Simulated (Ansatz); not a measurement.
Relaxed Mo (bcc, W type):

```xyz
2
Lattice="-3.1608 3.1608 3.1608 0.0000 0.0000 3.1608 0.0000 3.1608 0.0000" Properties=species:S:1:pos:R:3 pbc="T T T"
Mo     0.0000     0.0000     0.0000
Mo    -1.5804     1.5804     1.5804
```

A phonon eigenvector at H = (0.5, 0.5, 0.5) is frozen into this cell: atom i moves by Q times the vector below, so Q is the largest atomic displacement, in Å. The cell is held. It is one choice among 3 degenerate patterns. (q is in reciprocal vectors of the primitive cell; the cell shown is doubled to hold the pattern.)

| atom | x | y | z |
|---|---|---|---|
| Mo1 | 0.000 | 0.000 | -1.000 |
| Mo2 | 0.000 | 0.000 | 1.000 |

Method: PBE (plane waves to 420 eV, PAW, scalar-relativistic; Ansatz, a quantum-chemistry and plane-wave program). k mesh 21×21×21 (Γ-centred), Fermi-Dirac smearing 0.05 eV. E stands for the smeared free energy. With partly filled bands, energies and forces of such displacements shift with the k mesh and the smearing. Mo is run without spin polarisation. Mo was relaxed with its symmetry unable to fall. The PAW data are Ansatz's earlier set. ΔE is measured from the undisplaced structure. The last digit holds for this mesh only.

```
Q (Å)    ΔE (meV/cell)
-------  -------------
-0.2800         1089.9
-0.2333          761.2
-0.1867          480.0
-0.1400       withheld
-0.0933          100.8
-0.0467           21.2
0.0000             0.0
0.0467            21.2
0.0933           100.8
0.1400        withheld
0.1867           480.0
0.2333           761.2
0.2800          1089.9
```

Fit an even polynomial form (powers 2, 4, 6) to the given rows and predict ΔE at Q = -0.1400.

Least squares on the 11 given rows: ΔE = (11460)·Q² + (85670)·Q⁴ + (-697600)·Q⁶, in meV/cell with Q in Å; root-mean-square residual 4.14 meV/cell. At -0.1400 the fit gives 252.3 meV/cell; the calculation gives 254.2 meV/cell, so the interpolation is off by -1.9 (-0.7 %). The quadratic term alone would give 224.6 meV/cell.

(A displaced cell: forces are minus the slopes of the energy, force constants its curvatures, and phonons follow from these.)
